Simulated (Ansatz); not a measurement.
TiSi₂ in space group Fddd (No. 70; Si on 16f, Ti on 8a) under volume change, plane-wave PAW r²SCAN (Ansatz code), shape and atoms relaxed at each volume.

| V (Å³/atom) | E − E(relaxed) (meV/atom) | P (GPa) |
|---|---|---|
| 12.703 | 61.3 | 17.04 |
| 13.122 | 25.7 | 10.41 |
| 13.541 | 6.1 | 4.77 |
| 13.959 | 0.0 | -0.01 |
| 14.378 | 5.5 | -4.08 |
| 14.797 | 20.8 | -7.52 |
| 15.216 | 44.3 | -10.44 |

### Question
What does a third-order Birch–Murnaghan fit give for V₀, B₀ and B′?

### Answer
V₀ = 13.96 Å³/atom, B₀ = 147 GPa, B′ = 4.4.

Symmetry was held in the r²SCAN relaxation; of distortions, only those at the zone centre were tested. No spin polarisation was allowed.

Potentials: the later of the program's two PAW sets.
